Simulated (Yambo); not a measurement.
G0W0@LDA for FeSe2 (space group Pnnm, No. 58) in Yambo. Reference settings: 2×2×4 Γ-centred k mesh, bands 29 to 172 and a 7 Ry block in the screening, 172 bands in G with the Bruneval-Gonze terminator, plasmon pole fitted at 27.2 eV. The LDA gap (0, 0, 0.25) → (0, -0.5, -0.5) on this mesh is 0.34 eV; G0W0 gaps are taken between the same points.

The settings were changed. The gap went from 0.71 eV to 0.70 eV, and the shift of the valence edge from 0.48 eV to 0.56 eV.

### Question
Which change was made?
(A) 66 bands in W, 66 bands in G, 2 Ry block
(B) 66 bands in W, 66 bands in G, 3 Ry block
(C) 110 bands in W, 110 bands in G
(D) 66 bands in W, 66 bands in G, 4 Ry block

### Answer
C, 110 bands in W, 110 bands in G. The others gave (gap, valence shift): 66 bands in W, 66 bands in G, 2 Ry block: 1.31, 0.35 eV; 66 bands in W, 66 bands in G, 3 Ry block: 1.09, 0.51 eV; 66 bands in W, 66 bands in G, 4 Ry block: 0.87, 0.64 eV.

The standard potential for Se keeps a d shell in the valence without the s and p states of that shell. In tests on such compounds this moved G0W0 gaps by up to about 0.9 eV, so absolute quasiparticle energies here are unreliable; differences between settings are what counts.

Spin-orbit coupling is not included.

Geometry of the Materials Project entry, not relaxed at this level; primitive cell a = 4.7796 Å, b = 5.7563 Å, c = 3.5809 Å, α = 90.00°, β = 90.00°, γ = 90.00°.

The runs are not spin-polarised; magnetic order was not tried.

A shift is the quasiparticle energy of the state minus its LDA energy.
